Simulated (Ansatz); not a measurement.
Zr2SiN in space group P6_3/mmc (No. 194; Zr on 4f, Si on 2d, N on 2a), plane-wave PAW PBEsol (Ansatz code), all energies at zero smearing, with the estimated change up to a 700 eV cutoff added, with one set of potentials and settings (totals compare only within such a set). Cell of 8 atoms (4 Zr, 2 Si, 2 N): -18524.929 eV.

```json
[
 {"element": "Zr", "reference phase": "Cmmm, 3 atoms in the cell", "E (eV/atom)": "-4128.6684"},
 {"element": "Si", "reference phase": "Fd-3m, 2 atoms in the cell", "E (eV/atom)": "-621.4938"},
 {"element": "N", "reference phase": "Pa-3, 8 atoms in the cell", "E (eV/atom)": "-378.4910"}
]
```

Formation energy per atom, worked out: (-18524.929 − 4×(-4128.6684) − 2×(-621.4938) − 2×(-378.4910))/8 = -1.286 eV/atom (-124 kJ per mol of atoms), at 0 K, without zero-point energy or fitted corrections.

The start of the workflow was typed in or built on a structure type; neither database checked (COD, Materials Project) lists it. Whether it is the stable phase at ambient conditions was not checked. The cell was relaxed with PBEsol under the symmetry of its start; its stability against distortions is not shown here. No spin polarisation was allowed. The references are the lowest solids computed at this level, not always the standard phases (solids in place of the gases).

Potentials: the earlier of the program's two PAW sets. The files were generated under PBE; for other functionals the program regenerates the frozen cores, and for LDA and PBEsol the local potential too.
